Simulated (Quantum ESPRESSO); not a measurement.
Kohn-Sham bands of CsSnI$_{3}$ (cubic perovskite)

```xyz
5
Lattice="6.2862 0.0000 0.0000 0.0000 6.2862 0.0000 0.0000 0.0000 6.2862" Properties=species:S:1:pos:R:3 pbc="T T T"
Cs     3.1431     3.1431     3.1431
Sn     0.0000     0.0000     0.0000
I      3.1431     0.0000     0.0000
I      0.0000     3.1431     0.0000
I      0.0000     0.0000     3.1431
```

Structure: Materials Project mp-614013, symmetrised, not relaxed again. COD (Crystallography Open Database) records the formula in this space group. Ideal cubic forms of this type are often high-temperature phases that distort on cooling; symmetry holds the cell here, and its stability was not tested. Method: PBEsol plane waves in Quantum ESPRESSO 7.5 (PseudoDojo norm-conserving files, 58 Ry, spinors with spin-orbit coupling), Bloch states on a 4×4×4 mesh through Γ, Wannier90 4.0.1. Density: 6×6×6 mesh, cold smearing 0.01 Ry. With spin-orbit coupling a semilocal functional can close or falsely invert a small gap; the band order was not checked against a better method.

Energies are relative to the Fermi level; weights are on the orthonormalised atomic waves of the pseudopotential files, averaged over the group. 44 electrons a cell are treated as valence.

**Question.** Into which isolated groups do the bands fall, where do they lie and what are they made of?

**Answer.** 
```json
[
 {"bands": "1–4", "from (eV)": "-22.57", "to (eV)": "-22.57", "filling": "filled", "weight on atomic waves": "Sn 4d 100 %"},
 {"bands": "5–6", "from (eV)": "-22.21", "to (eV)": "-22.21", "filling": "filled", "weight on atomic waves": "Cs 5s 100 %"},
 {"bands": "7–12", "from (eV)": "-21.53", "to (eV)": "-21.52", "filling": "filled", "weight on atomic waves": "Sn 4d 100 %"},
 {"bands": "13–18", "from (eV)": "-13.09", "to (eV)": "-12.44", "filling": "filled", "weight on atomic waves": "I 5s 91 %, Sn 5p 5 %"},
 {"bands": "19–20", "from (eV)": "-10.14", "to (eV)": "-10.13", "filling": "filled", "weight on atomic waves": "Cs 5p 100 %"},
 {"bands": "21–26", "from (eV)": "-8.52", "to (eV)": "-6.24", "filling": "filled", "weight on atomic waves": "Cs 5p 66 %, Sn 5s 22 %, I 5p 9 %"}
]
```

No gap over 0.05 eV opens at the Fermi level at this level of theory; semilocal functionals close the gap of some real semiconductors.
